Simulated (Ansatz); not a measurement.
## Energy over volume and axial ratio for Sb (A7 type, space group R-3m)

Sb (A7 type, space group R-3m)

```
Sb
1.0
    2.16397     1.24937     3.78144
   -2.16397     1.24937     3.78144
    0.00000    -2.49874     3.78144
Sb
2
Direct
  0.23324   0.23324   0.23324
  0.76676   0.76676   0.76676
```

Grid over V/V₀ and (c/a)/(c/a)₀, subscript 0 meaning the relaxed cell; the conventional c axis lies along z; no internal relaxation.

Method: r2SCAN+rVV10 (plane waves to 500 eV, PAW, scalar-relativistic; Ansatz, a quantum-chemistry and plane-wave program). k mesh 13×13×13 (Γ-centred), Fermi-Dirac smearing 0.05 eV. Energies are smeared free energies. Compression counts positive. As the atoms are clamped, bonds stretch with the cell, which overstates energies and stresses. With partly filled bands, the response to shear is sensitive to the k mesh, so small differences along c/a are uncertain. Sb was relaxed with its symmetry unable to fall. Spin-orbit coupling is left out, though Sb is heavy. The zero of ΔE is the relaxed starting cell.

ΔE (kJ/mol of atoms), with V/V₀ across and (c/a)/(c/a)₀ down:

```
(c/a)/(c/a)₀ \ V/V₀  0.920  0.947  0.973  1.000  1.027  1.053  1.080
-------------------  -----  -----  -----  -----  -----  -----  -----
0.960                  3.8    1.7    0.7    0.4    1.0    2.1    3.9
0.973                  3.8    1.6    0.5    0.2    0.7    1.8    3.5
0.987                  3.8    1.6    0.4    0.0    0.5    1.5    3.2
1.000                  3.9    1.7    0.4    0.0    0.4    1.4    3.0
1.013                  4.2    1.8    0.5    0.0    0.4    1.3    2.9
1.027                  4.4    2.0    0.7    0.2    0.4    1.4    2.9
1.040                  4.8    2.3    0.9    0.4    0.6    1.5    2.9
```

σzz − σxx (GPa), with V/V₀ across and (c/a)/(c/a)₀ down:

```csv
(c/a)/(c/a)₀ \ V/V₀,0.920,0.947,0.973,1.000,1.027,1.053,1.080
0.960,0.6,1.0,1.4,1.8,2.0,2.3,2.5
0.973,0.0,0.4,0.8,1.2,1.5,1.7,1.9
0.987,-0.6,-0.2,0.2,0.6,0.9,1.2,1.4
1.000,-1.2,-0.8,-0.3,0.0,0.3,0.6,0.8
1.013,-1.7,-1.3,-0.9,-0.5,-0.2,0.1,0.3
1.027,-2.1,-1.7,-1.3,-1.0,-0.7,-0.4,-0.2
1.040,-2.4,-2.1,-1.7,-1.4,-1.1,-0.9,-0.6
```

Summary:

```
Item                                                                 Result
-------------------------  ------------------------------------------------
Lowest place on the grid    V/V₀ = 1.000, (c/a)/(c/a)₀ = 1.000 (0 meV/atom)
Highest place on the grid  V/V₀ = 0.920, (c/a)/(c/a)₀ = 1.040 (49 meV/atom)
```

(A scan under strain: stresses follow from slopes of the energy per volume, elastic moduli from its curvatures.)
